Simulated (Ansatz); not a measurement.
Suppose Rb3Ag takes space group P-6m2 (No. 187), with Rb on 2i and 1d; Ag on 1a. The guess for Rb3Ag was made by a generator: close-packed layers stacked ABAC (elements of the layers in order: Rb Ag Rb Rb).

These are results of Ansatz 0.2.0, DFT PBE, scalar-relativistic, plane waves, PAW, not measurements. Cutoff 420 eV, Γ-centred mesh, Gaussian smearing, no spin polarisation.

Formation energies are uncorrected and refer to the elements' standard structures at the same level.

Task: Predict the relaxed structure.

Result:

Space group P-6m2 (No. 187). a = 5.015 Å, b = 5.015 Å, c = 12.913 Å, α = 90.00°, β = 90.00°, γ = 120.00°
```
atom  site  symmetry       x       y       z
  Rb    2i       3m.  0.6667  0.3333  0.8279
  Rb    1d      -6m2  0.3333  0.6667  0.5000
  Ag    1a      -6m2  0.0000  0.0000  0.0000
```

Rb on a site of symmetry 3m has 3 Ag at 3.65 Å, 1 Rb at 4.44 Å and 9 Rb at 5.01–5.13 Å; Rb on a site of symmetry -6m2 has 12 Rb at 5.01–5.13 Å; Ag is surrounded by 6 Rb at 3.65 Å. Another local minimum with the same sites may exist.

Task: Where does its energy lie, and is it a metal?

Result: The formation energy is +0.08 eV/atom and the gap on the 12×12×4 mesh of the 4-atom cell is 0 eV (a metal). The separate elements lie lower, so it is unstable against them.

The last run used Gaussian smearing of 0.10 eV. Symmetry constrained the relaxation, so the result can be a saddle point.
